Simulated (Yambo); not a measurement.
G0W0@PBEsol for K2CO3 (space group P6_3/mmc, No. 194) in Yambo. Reference settings: 3×3×2 Γ-centred k mesh, 285 bands and a 7 Ry block in the screening, 285 bands in G with the Bruneval-Gonze terminator, plasmon pole fitted at 27.2 eV. The PBEsol gap Γ → Γ on this mesh is 3.48 eV; G0W0 gaps are taken between the same points.

| change from the reference | G0W0 gap Γ → Γ (eV) | shift of the valence edge (eV) |
|---|---|---|
| reference settings | 6.07 | -1.68 |
| 113 bands in G, no terminator | 5.74 | -1.01 |
| 138 bands in W | 6.15 | -1.58 |
| pole fitted at 15 eV | 6.04 | -1.60 |
| 186 bands in G, no terminator | ? | -1.25 |
| 3×3×1 mesh | 5.99 | -1.57 |
| no random integration | 5.94 | -1.45 |
| 6 Ry block | 6.04 | -1.67 |

**Question.** Estimate the withheld gaps from the other rows; the computed values follow.

**Answer.** 
- 186 bands in G, no terminator, G0W0 gap Γ → Γ (eV): 5.81

The reference isn't shown to be the converged limit.

Geometry of the Materials Project entry, not relaxed at this level; primitive cell a = 5.742 Å, b = 5.742 Å, c = 6.816 Å, α = 90.00°, β = 90.00°, γ = 120.00°.

The structure is a Materials Project entry; no match was found in the copy of COD used, and its stability was not checked.

A shift is the quasiparticle energy of the state minus its PBEsol energy.
